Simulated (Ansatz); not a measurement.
## NbSb, one cell by several methods

```
CELL_PARAMETERS angstrom
3.59552 0.00000 0.00000
-1.79776 3.11382 0.00000
0.00000 0.00000 3.81318
ATOMIC_POSITIONS crystal
Nb 0.00000 0.00000 0.00000
Sb 0.33333 0.66667 0.50000
```

Atoms are numbered in the order listed.

The cell was built from the WC type and relaxed in the same program, and has space group P-6m2; it needn't be a known or the stable phase.

No spin–orbit coupling, which matters for the heavy atoms here.

All numbers are computed: DFT, PBE, PAW with Ansatz's default frozen-core files, scalar-relativistic (Ansatz 0.2.0); DFT, PBE, all-electron PAW with datasets made for the crystal, scalar-relativistic (Ansatz 0.2.0); DFT, PBE, all-electron LAPW, scalar-relativistic (Ansatz 0.2.0).

For PAW: a Γ-centred 11×11×10 k mesh, Fermi–Dirac smearing of 0.05 eV, cutoff 420 eV, no spin polarisation. The crystal-made all-electron datasets (AE datasets) take a cutoff of 260 eV at this cell. LAPW targets a basis error of 0.25 meV/atom. The Ansatz runs share mesh, smearing and spin set-up. Plane-wave (PAW) pressures include the program's estimate of the Pulay term.

Stress and pressure are positive in compression.

No spin–orbit coupling: at heavy atoms the gradients can be off by tens of per cent for that reason.

In a metal, gradients converge slowly with the k mesh: the values move by tens of per cent from one mesh to another, at times in sign, so only the comparison on one mesh counts.

Levels count from the Fermi level.

```json
{"quantity": "pressure (GPa)", "PAW": "-0.02", "AE datasets": "-0.02", "LAPW": "-0.02"}
{"quantity": "highest filled level at M (eV)", "PAW": "-1.847", "AE datasets": "-1.848", "LAPW": "-1.848"}
{"quantity": "lowest empty level at M (eV)", "PAW": "0.099", "AE datasets": "0.099", "LAPW": "0.099"}
{"quantity": "highest filled level at A (eV)", "PAW": "-0.201", "AE datasets": "-0.202", "LAPW": "-0.202"}
{"quantity": "lowest empty level at A (eV)", "PAW": "0.903", "AE datasets": "0.904", "LAPW": "0.904"}
{"quantity": "highest filled level at Γ (eV)", "PAW": "-0.573", "AE datasets": "-0.574", "LAPW": "-0.574"}
{"quantity": "lowest empty level at Γ (eV)", "PAW": "0.847", "AE datasets": "0.847", "LAPW": "0.847"}
{"quantity": "field gradient Vzz at Nb1 (10²¹ V/m²)", "PAW": "1.01", "AE datasets": "0.95", "LAPW": "–"}
{"quantity": "field gradient Vzz at Sb2 (10²¹ V/m²)", "PAW": "-6.96", "AE datasets": "-7.12", "LAPW": "–"}
```

PAW's pressure differs from the LAPW value by about 0.01 GPa or less.
